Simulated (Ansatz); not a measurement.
NbIr (rock salt, Fm-3m) at seven volumes, the program Ansatz at the PBE level (PAW), scaled uniformly. One row is withheld.

```json
[
 {"V (Å³/atom)": "16.662", "P (GPa)": "23.28"},
 {"V (Å³/atom)": "17.211", "P (GPa)": "14.23"},
 {"V (Å³/atom)": "17.761", "P (GPa)": "6.54"},
 {"V (Å³/atom)": "18.310", "P (GPa)": "0.00"},
 {"V (Å³/atom)": "18.859", "P (GPa)": "-5.55"},
 {"V (Å³/atom)": "19.409", "P (GPa)": "-10.27"},
 {"V (Å³/atom)": "19.958", "P (GPa)": "?"}
]
```

Fit the shown pressures and predict the withheld one.

Third-order Birch–Murnaghan: P = (3/2)B₀(x^(7/2) − x^(5/2))[1 + (3/4)(B′ − 4)(x − 1)] with x = (V₀/V)^(2/3). Least squares on the six rows gives V₀ = 18.311 Å³/atom, B₀ = 200.4 GPa, B′ = 4.40. At V = 19.958, x = 0.9442 and P = -14.29 GPa. The run itself gave -14.27 GPa.

The start of the workflow was typed in or built on a structure type; neither database checked (COD, Materials Project) lists it. COD files the formula under space group No. 123. Whether it is the stable phase at ambient conditions was not checked. Symmetry was held in the PBE relaxation; whether a distortion lowers the energy is not shown. No spin polarisation was allowed. Scalar-relativistic: spin–orbit coupling is off unless named, which matters more the heavier the elements.

Potentials: the later of the program's two PAW sets.
